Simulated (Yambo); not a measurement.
G0W0@PBEsol for NaBa2ReO6 (space group Fm-3m, No. 225) in Yambo. Reference settings: 2×2×2 Γ-centred k mesh, bands 6 to 229 and a 7 Ry block in the screening, 229 bands in G with the Bruneval-Gonze terminator, plasmon pole fitted at 27.2 eV. The PBEsol gap Γ → X on this mesh is 1.90 eV; G0W0 gaps are taken between the same points.

The settings were changed. The gap went from 3.62 eV to 3.59 eV, and the shift of the valence edge from -0.42 eV to -0.20 eV.

Problem. Name the change that produced these shifts.
A. wavefunctions cut at 25 Ry
B. no terminator
C. 94 bands in G, no terminator
D. 94 bands in G

Solution. B, no terminator. The others gave (gap, valence shift): 94 bands in G: 3.67, -0.37 eV; 94 bands in G, no terminator: 3.65, 0.32 eV; wavefunctions cut at 25 Ry: 3.62, -0.37 eV.

Spin-orbit coupling is not included.

Geometry of the Materials Project entry, not relaxed at this level; primitive cell a = b = c = 5.9548 Å, α = β = γ = 60.00°.

A shift is the quasiparticle energy of the state minus its PBEsol energy.
